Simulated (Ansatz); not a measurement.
Al2Cu:
```yaml
crystal:
  lattice:
    - [-2.99841, 2.99841, 2.40225]
    - [2.99841, -2.99841, 2.40225]
    - [2.99841, 2.99841, -2.40225]
  atoms:
    - { symbol: Al, position: [0.65935, 0.15935, 0.81870] }
    - { symbol: Al, position: [0.84065, 0.65935, 0.50000] }
    - { symbol: Al, position: [0.15935, 0.34065, 0.50000] }
    - { symbol: Al, position: [0.34065, 0.84065, 0.18130] }
    - { symbol: Cu, position: [0.25000, 0.25000, 0.00000] }
    - { symbol: Cu, position: [0.75000, 0.75000, 0.00000] }
```

Relaxed with r²SCAN. Special points in fractions of this cell's reciprocal vectors: Γ (0.000, 0.000, 0.000); X (0.000, 0.000, 0.500); M (-0.500, 0.500, 0.500); Z (0.410, 0.410, -0.410); Z0 (-0.410, 0.590, 0.410); P (0.250, 0.250, 0.250); N (0.000, 0.500, 0.000).

Q: List the band energies nearest the Fermi level at these points for plane-wave PAW r²SCAN (Ansatz code).

A: In eV from the Fermi level; about four levels below and three above (degenerate sets whole), none deeper than 8.9 eV; points with the same levels are listed once.

| k | below | above |
|---|---|---|
| Γ | -1.43 -1.43 -0.98 -0.05 | 0.03 1.75 1.75 |
| X | -1.75 -1.51 -0.79 -0.72 | 0.83 1.36 4.87 |
| M | -3.57 -3.41 -3.41 -1.93 | 2.80 3.05 3.05 |
| Z | -3.53 -3.45 -3.45 -1.10 | 1.64 1.80 1.80 |
| P | -4.20 -4.20 -4.01 -4.01 | 0.41 0.41 0.69 0.69 |
| N | -3.32 -3.32 -2.78 -2.78 | 0.20 0.20 4.33 4.33 |

Space group I4/mcm. Symmetry was held in the r²SCAN relaxation. The run is not spin-polarised.

Potentials: the later of the program's two PAW sets.
